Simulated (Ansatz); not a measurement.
# Te2P, a known structure type with other elements, at an estimated volume

```xyz
12
Lattice="6.3216 0.0000 0.0000 0.0000 3.4644 0.0000 -0.9455 0.0000 13.8093" Properties=species:S:1:pos:R:3 pbc="T T T"
Te    3.1874    2.5983    4.8553
Te    2.1886    0.8661    8.9539
Te    3.6233    0.8661    1.4431
Te    1.7527    2.5983   12.3662
Te    0.4727    2.5983    2.0521
Te    4.9034    0.8661   11.7572
P     1.5319    2.5983    6.9958
P     3.8442    0.8661    6.8135
Te   -0.0181    0.8661    5.4616
Te    5.3941    2.5983    8.3477
P     1.1518    0.8661    0.1022
P     4.2243    2.5983   13.7071
```

Method: r2SCAN, no spin polarisation; PAW, plane waves to 500 eV, 5×9×3 Γ-centred mesh, methfessel-paxton occupations (width 0.2176 eV) (Ansatz 0.2.0), atoms fixed.

Question: Is there a gap?

Answer: It is a metal, with about 6.2 states/eV a cell as the mean within 0.25 eV of the Fermi level, mostly Te p (82 %).

Question: What is the formation energy?

Answer: 0.52 eV an atom against the elements' usual phases (free molecules for gases, crystals otherwise, with no correction for O₂ or N₂), so at this geometry it isn't bound against them. Relaxing would lower it.

Question: Which atom feels the largest force, and which way?

Answer: The largest is on P11 (and as large on other atoms): 2.55 eV/Å, components (2.55, 0.00, 0.09). It makes 103° with the line to a nearest neighbour, Te5 at 2.70 Å.

Question: What does the stress say?

Answer: The pressure is 5.4 GPa (compression positive), so with the atoms held at these fractions the cell would first expand; the forces are large, so a full relaxation may end otherwise. The principal stresses 2.5, 6.1, 7.5 GPa differ, so its shape would change too.

Origin: a known structure type with other elements, at an estimated volume, so it need not be a known compound. Caveats: atoms or cell far from equilibrium; wide smearing.
